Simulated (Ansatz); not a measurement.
Input:

MoIr:
```
MoIr
1.0
    4.38855     0.00000     0.00000
    0.00000     2.73080     0.00000
    0.00000     0.00000     4.76983
Mo Ir
2 2
Direct
  0.25000   0.00000   0.82959
  0.75000   0.00000   0.17041
  0.25000   0.50000   0.32551
  0.75000   0.50000   0.67449
```

This is the LDA-relaxed structure. x, y and z are the axes in which the lattice vectors are written.

Problem. All from LDA (plane waves, PAW; program Ansatz), unless another level is named. Predict the Poisson's ratio.

Solution. 0.26.

Problem. Give the elastic constants (relaxed ions, GPa).

Solution. C11 = 673, C22 = 679, C33 = 624, C12 = 195, C13 = 226, C23 = 185, C44 = 172, C55 = 180, C66 = 200.

Problem. Give the highest zone-centre frequency.

Solution. 230 cm⁻¹.

Space group Pmma. The first step of the workflow began from a Materials Project structure, measured or hypothetical; the Crystallography Open Database files this formula in space group No. 51, but the cells were not matched. Its standing as an ambient phase is unchecked. Symmetry was held in the LDA relaxation; of distortions, only those at the zone centre were tested. No spin polarisation was allowed. As this level gives no gap, shear constants depend on the k-mesh and smearing (Fermi–Dirac, 0.1 eV here). As this level gives no gap, phonon frequencies hold no LO–TO term and depend on the k-mesh and smearing (Fermi–Dirac, 0.1 eV here). Spin–orbit coupling is left out wherever it is not named.

Potentials: the later of the program's two PAW sets.
